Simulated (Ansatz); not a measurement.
GaN:
```cif
data_Ga6N6
_chemical_formula_sum 'Ga6 N6'
_space_group_name_H-M_alt 'P63mc'
_space_group_IT_number 186
_space_group_name_Hall 'P 6c -2c'
_cell_length_a 3.15071
_cell_length_b 3.15071
_cell_length_c 15.42785
_cell_angle_alpha 90.000
_cell_angle_beta 90.000
_cell_angle_gamma 120.000
loop_
_atom_site_label
_atom_site_type_symbol
_atom_site_symmetry_multiplicity
_atom_site_Wyckoff_symbol
_atom_site_fract_x
_atom_site_fract_y
_atom_site_fract_z
_atom_site_occupancy
Ga1 Ga 2 a 0.00000 0.00000 0.49976 1
Ga2 Ga 2 b 0.33333 0.66667 0.33325 1
Ga3 Ga 2 b 0.66667 0.33333 0.16656 1
N1 N 2 a 0.00000 0.00000 0.37465 1
N2 N 2 b 0.33333 0.66667 0.20808 1
N3 N 2 b 0.66667 0.33333 0.04140 1
```

Relaxed with LDA.

### Question
Give the optical modes at the zone centre with their infrared and Raman activity from DFPT, the program Ansatz at the LDA level (PAW).

### Answer
Transverse frequencies, without the LO–TO term; a row sums one degenerate level.

| ω (cm⁻¹) | degeneracy | IR ((D/Å)²/amu) | Raman (Å⁴/amu) | activity | symmetry |
|---|---|---|---|---|---|
| 77 | 2 | 0.00 | 0.41 | Raman | E2 |
| 78 | 2 | 0.00 | 0.96 | Raman | E2 |
| 123 | 2 | 0.00 | 0 | silent | E1 |
| 125 | 2 | 0.00 | 0.089 | Raman | E1 |
| 138 | 2 | 0.00 | 0.13 | Raman | E2 |
| 169 | 1 | 0.00 | 0 | silent | B1 |
| 169 | 1 | 0.00 | 0 | silent | B1 |
| 293 | 1 | 0.03 | 0.48 | IR+Raman | A1 |
| 295 | 1 | 0.00 | 0 | silent | A1 |
| 340 | 1 | 0.00 | 0 | silent | B1 |
| 548 | 1 | 84.59 | 84 | IR+Raman | A1 |
| 555 | 2 | 160.19 | 36 | IR+Raman | E1 |
| 558 | 2 | 0.00 | 87 | Raman | E2 |
| 564 | 2 | 0.00 | 0.63 | Raman | E2 |
| 567 | 2 | 1.96 | 0.40 | IR+Raman | E1 |
| 574 | 2 | 0.17 | 0.099 | IR+Raman | E1 |
| 575 | 2 | 0.00 | 1.7 | Raman | E2 |
| 698 | 1 | 0.00 | 0 | silent | B1 |
| 706 | 1 | 0.00 | 0.095 | Raman | A1 |
| 708 | 1 | 0.00 | 0.066 | Raman | A1 |
| 724 | 1 | 0.00 | 0 | silent | B1 |
| 725 | 1 | 0.00 | 0 | silent | B1 |

### Question
How high does the top mode go among those that the LO–TO term moves?

### Answer
732 cm⁻¹ for q along x, 732 cm⁻¹ for q along y, 728 cm⁻¹ for q along z.

Space group P6_3mc. The cell is a constructed one: a structure type filled with these elements. Its sites differ from those of the usual phase in this space group: another stacking or structure type. The cell was relaxed with LDA under the symmetry of its start; phonons on a q-mesh show no instability.

Potentials: the later of the program's two PAW sets.
